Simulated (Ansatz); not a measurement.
Pd:
Space group Fm-3m (No. 225); a = 3.839 Å, b = 3.839 Å, c = 3.839 Å, α = 90.00°, β = 90.00°, γ = 90.00°

```tsv
atom	site	symmetry	x	y	z
Pd	4a	m-3m	0.0000	0.0000	0.0000
```
(The calculation used a cell of 1 atom; values per cell refer to that cell.)

Relaxed with LDA.

Which orbitals make up the states near the Fermi level in LDA in the plane-wave PAW code Ansatz?

Within 0.5 eV of the Fermi level: Pd 4d 93 %, outside the projected shells 7 %. Projections are on Löwdin-orthogonalised atomic valence shells; empty p or d shells of many metals are not among them.

Tabulate the density of states.

States/eV per cell of 1 atom, in 0.25 eV bins, energy from the Fermi level.

```
E (eV)  total  Pd 4d  Pd 4s
------  -----  -----  -----
-7.75    0.00   0.00   0.00
-7.50    0.02   0.00   0.00
-7.25    0.04   0.00   0.00
-7.00    0.06   0.00   0.00
-6.75    0.08   0.00   0.00
-6.50    0.09   0.01   0.00
-6.25    0.11   0.02   0.00
-6.00    0.14   0.04   0.00
-5.75    0.32   0.20   0.00
-5.50    1.04   0.87   0.01
-5.25    1.62   1.45   0.02
-5.00    2.28   2.11   0.02
-4.75    1.95   1.86   0.01
-4.50    1.64   1.59   0.01
-4.25    1.28   1.24   0.00
-4.00    1.52   1.48   0.00
-3.75    1.52   1.47   0.00
-3.50    1.54   1.47   0.00
-3.25    1.68   1.60   0.00
-3.00    2.08   1.98   0.00
-2.75    2.97   2.84   0.00
-2.50    1.76   1.65   0.00
-2.25    1.59   1.49   0.00
-2.00    1.41   1.33   0.00
-1.75    1.72   1.61   0.00
-1.50    1.89   1.79   0.00
-1.25    1.68   1.59   0.00
-1.00    1.49   1.40   0.00
-0.75    1.45   1.36   0.00
-0.50    1.57   1.49   0.00
-0.25    2.17   2.08   0.00
0.00     2.30   2.20   0.00
0.25     0.88   0.76   0.00
0.50     0.23   0.10   0.00
0.75     0.23   0.08   0.00
1.00     0.24   0.07   0.00
1.25     0.24   0.06   0.00
1.50     0.24   0.06   0.00
1.75     0.24   0.05   0.00
2.00     0.24   0.05   0.00
2.25     0.24   0.04   0.00
2.50     0.24   0.04   0.00
2.75     0.24   0.03   0.00
3.00     0.25   0.03   0.00
3.25     0.25   0.02   0.00
3.50     0.25   0.02   0.00
3.75     0.25   0.02   0.00
4.00     0.24   0.02   0.00
4.25     0.23   0.02   0.00
4.50     0.23   0.01   0.00
4.75     0.22   0.01   0.00
```

Symmetry was held in the LDA relaxation. The run is not spin-polarised. Spin–orbit coupling is left out wherever it is not named.

Potentials: the earlier of the program's two PAW sets.
